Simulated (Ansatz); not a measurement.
TiS$_{2}$ (CdI2 type)

```
TiS2
1.0
    3.36059     0.00000     0.00000
   -1.68029     2.91036     0.00000
    0.00000     0.00000     5.52244
Ti S
1 2
Cartesian
  0.00000   0.00000   0.00000
  0.00000   1.94024   1.42791
  1.68029   0.97012   4.09453
```

Equation-of-state scan: isotropic scaling of the cell above, V₀ being its volume. The atoms relax within the cell's symmetry.

Level of theory: PBE-D3(BJ) (plane waves to 420 eV, PAW, scalar-relativistic; Ansatz, a first-principles code). k mesh 16×16×9 (Γ-centred), Fermi-Dirac smearing 0.05 eV. The energy includes the smearing's −TS. Stress and pressure are positive under compression. With the shape held, the modulus is that of even scaling; a crystal free to change shape is softer. At this level the bands of TiS2 touch or barely overlap. TiS2 is run without spin polarisation. TiS2 was relaxed with its symmetry unable to fall. ΔE is measured from the relaxed starting cell. The last digit holds for this mesh only.

| V (Å³/atom) | ΔE (meV/atom) |
|---|---|
| 16.924 | withheld |
| 17.104 | 7.8 |
| 17.284 | 4.9 |
| 17.464 | 2.7 |
| 17.644 | 1.2 |
| 17.824 | 0.3 |
| 18.004 | 0.0 |
| 18.184 | 0.3 |
| 18.364 | 1.1 |
| 18.544 | 2.4 |
| 18.724 | 4.2 |
| 18.904 | 6.5 |
| 19.084 | 9.2 |

**Question.** Fit a third-order Birch-Murnaghan form (E₀, V₀, B₀, B₀′ free) to the given rows and predict ΔE at V = 16.924.

**Answer.** Least squares on the 12 given rows: ΔE = E₀ + (9V₀B₀/16)·y²·[2 + (B₀′ − 4)y], y = (V₀/V)^(2/3) − 1, with V₀ = 18.006 Å³/atom, B₀ = 50.50 GPa (160.2 GPa = 1 eV/Å³; the term in eV is multiplied by 1000), B₀′ = 4.25, E₀ = 0.01 meV/atom; root-mean-square residual 0.01 meV/atom. At 16.924 the fit gives 11.4 meV/atom; the calculation gives 11.4 meV/atom, the same to the digits shown. For the pressure the fit gives 3.6 GPa against the computed 3.6 GPa.

(Under strain, the slope of the energy per volume gives the stress and its curvature an elastic modulus.)
